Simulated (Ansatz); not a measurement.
Space group F-43m (No. 216). a = 6.757 Å, b = 6.757 Å, c = 6.757 Å, α = 90.00°, β = 90.00°, γ = 90.00°
```json
{"atom": "In", "site": "4a", "symmetry": "-43m", "x": "0.0000", "y": "0.0000", "z": "0.0000"}
{"atom": "Bi", "site": "4d", "symmetry": "-43m", "x": "0.2500", "y": "0.2500", "z": "0.7500"}
```

Equation of state of this InBi structure (not necessarily the ground state), with shape and atoms relaxed at each volume where symmetry leaves them free. It has no gap at any of these volumes. All numbers below come from Ansatz, DFT r2SCAN, scalar-relativistic, plane waves, PAW.

Cutoff 500 eV; k points 12×12×12 on the computed 2-atom cell (Γ-centred); Gaussian smearing, width 0.10 eV; no spin polarisation.

```csv
V (Å³/atom),E − E(largest V) (meV/atom),P (GPa)
36.245,3.47,2.59
37.402,-9.95,1.18
38.559,-14.04,0.00
39.716,-10.31,-0.99
40.873,0.00,-1.83
```

Task: Fit a third-order Birch–Murnaghan equation to E(V).

Result: V0 = 38.55 Å³/atom, B0 = 36 GPa, B0' = 4.8.

Spin-orbit coupling is left out, which matters for the bands of heavy elements.